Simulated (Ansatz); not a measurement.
## Ru (P6_3/mmc), axial (c/a) deformation path

Computed with DFT r2SCAN, scalar-relativistic, plane waves, PAW in Ansatz. The runs took a 500 eV cutoff, a Γ-centred 30×30×16 mesh and Gaussian smearing (0.15 eV). No spin polarisation. Energies are free energies at this smearing, counted from the undisturbed cell; pressure is positive in compression.

The undisturbed cell (relaxed at this level):

```
Ru
1.0
     2.70235    0.00000    0.00000
    -1.35117    2.34030    0.00000
     0.00000    0.00000    4.26597
Ru
2
Direct
  0.33333 0.66667 0.25000
  0.66667 0.33333 0.75000
```

At fixed volume and fractional coordinates, lengths along (0.000, 0.000, 1.000) are scaled against those across it; ρ is that ratio over its starting value. The cell is metallic on the mesh throughout.

```tsv
ρ	ΔE (meV/atom)	pressure (GPa)
0.800	526.3	18.4
0.850	306.0	11.3
0.920	86.7	3.9
0.960	20.5	1.3
1.000	0.0	0.0
1.050	34.8	0.3
1.100	127.8	2.5
1.200	442.4	11.7
```

Cost: 8 runs of about 5.4 core-minutes in all, on Arm Neoverse V2 (shared hosts).